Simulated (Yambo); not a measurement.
A G0W0@PBEsol run in Yambo for MgH₂ (space group Pca2_1, No. 29) (2×2×2 Γ-centred k mesh, bands 17 to 159 and a 7 Ry block in the screening, 159 bands in G with the Bruneval-Gonze terminator, plasmon pole fitted at 27.2 eV) gives these matrix elements, in eV, at the band edges (Γ → (0, -0.5, 0)):

```csv
state,E0,<Vxc>,<Σx>,<Σc(E0)>,Z
valence edge,0.000,-11.579,-14.647,1.769,0.783
conduction edge,2.079,-8.975,-4.621,-3.539,0.809
```

### Question
Solve the linearised quasiparticle equation for both states, give the gap, and say how exchange and correlation each act on it.

### Answer
E = E0 + Z(Σx + Σc − Vxc). Valence: 0.000 + 0.783 × (-14.647 + (1.769) − (-11.579)) = -1.02 eV. Conduction: 2.079 + 0.809 × (-4.621 + (-3.539) − (-8.975)) = 2.74 eV. The gap is 3.76 eV, against 2.08 eV in PBEsol. Replacing Vxc by bare exchange alone would open it by 7.42 eV; correlation takes back 5.31 eV of that, and Z scales what is left. Nearest settings tried, and what they do to the gap: 105 bands in W, 105 bands in G: -24 meV; 6 Ry block (183 vectors against 251): -61 meV. Not varied: mesh. So the settings aren't converged at that level. The k mesh is coarse. 

Geometry of the Materials Project entry, not relaxed at this level; primitive cell a = 4.864 Å, b = 4.646 Å, c = 4.739 Å, α = 90.00°, β = 90.00°, γ = 90.00°.

The structure is a Materials Project entry; no match was found in the copy of COD used, and its stability was not checked.
